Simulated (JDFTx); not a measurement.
Cu(110) slab cut from bulk Cu (space group Fm-3m, indices of the conventional cell, lattice of the Materials Project entry mp-30, not re-optimised): 8 atoms in 8 planes, a 1x1 cell of 9.05 Å² (|a| = 2.530, |b| = 3.577 Å), 8.8 Å between the outermost planes, cell height 24.9 Å, 8×6×1 k mesh, Fermi smearing 0.01 Ha, no spin polarisation.

Level of theory: PBE, GBRV ultrasoft potentials, plane waves to 20/100 Ha; code: JDFTx (a modified build). Liquid: linear PCM (GLSSA13), water, 2 M NaF. Between zero charge and 0.69 V from it the run gives σ = 14.6 μC/cm², a mean capacitance of 21.2 μF/cm². The liquid has ε = 78.4, a 1:1 salt at 2 M with linear (Debye) response, and T = 298 K.

A calculation by hand: the Debye length, the diffuse-layer capacitance, and the inner capacitance that is left when the two stand in series.

Each ion has density c = 2 × 6.022×10⁻⁴ = 1.204e-03 Å⁻³. λ² = ε kT / (8π (e²/4πε₀) c) with kT = 0.02568 eV and e²/4πε₀ = 14.40 eV Å gives λ = 2.15 Å; the log prints 2.15 Å. C_diffuse = ε₀ε/λ = 323 μF/cm². Then 1/C_inner = 1/21.2 − 1/323, so C_inner = 22.6 μF/cm², which equals a vacuum gap of ε₀/C_inner = 0.39 Å. The diffuse layer takes 7 % of the potential drop; the rest lies between the electrode's charge and the onset of the dielectric, with the electrode's own (quantum) capacitance in it. The split is a model: in the calculation solvent and ions share one smooth cavity.
